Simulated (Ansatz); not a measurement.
CoW:
```yaml
crystal:
  lattice:
    - [1.32813, -4.76934, 0.00000]
    - [1.32813, 4.76934, 0.00000]
    - [0.00000, 0.00000, 4.03823]
  atoms:
    - { symbol: W, position: [0.65720, 0.34280, 0.25000] }
    - { symbol: Co, position: [0.92701, 0.07299, 0.25000] }
    - { symbol: W, position: [0.34280, 0.65720, 0.75000] }
    - { symbol: Co, position: [0.07299, 0.92701, 0.75000] }
```

Relaxed with PBEsol. Special points in fractions of this cell's reciprocal vectors: Γ (0.000, 0.000, 0.000); Y (-0.500, 0.500, 0.000); C0 (-0.269, 0.731, 0.000); Σ0 (0.269, 0.269, 0.000); Z (0.000, 0.000, 0.500); A0 (0.269, 0.269, 0.500); E0 (-0.269, 0.731, 0.500); T (-0.500, 0.500, 0.500); S (0.000, 0.500, 0.000); R (0.000, 0.500, 0.500).

Question: List the band energies nearest the Fermi level at these points for PBEsol (plane waves, PAW; program Ansatz).

Answer: In eV from the Fermi level; about four levels below and three above (degenerate sets whole), none deeper than 8.9 eV; points with the same levels are listed once.

```
k                           below                above
--  -----------------------------  -------------------
Γ         -0.88 -0.75 -0.52 -0.45       1.38 2.35 2.71
Y   -0.92 -0.92 -0.87 -0.72 -0.63       1.64 2.89 3.09
C0        -1.60 -1.31 -1.09 -0.46       0.14 0.86 1.10
Z         -1.41 -1.41 -0.72 -0.72  0.26 0.26 1.03 1.03
A0        -0.12 -0.12 -0.06 -0.06  1.48 1.48 2.90 2.90
T         -0.77 -0.77 -0.75 -0.75  1.51 1.51 2.62 2.62
S         -1.63 -1.60 -0.63 -0.55       0.01 0.95 1.15
R         -0.30 -0.30 -0.17 -0.17  0.86 0.86 2.98 2.98
```

Space group Cmcm. The start of the workflow was typed in or built on a structure type; neither database checked (COD, Materials Project) lists it. Its standing as an ambient phase is unchecked. The PBEsol relaxation kept the symmetry of its start; whether a distortion lowers the energy is not shown. The workflow began spin-polarised and lost its moments. Spin–orbit coupling is left out wherever it is not named.

Potentials: the later of the program's two PAW sets.
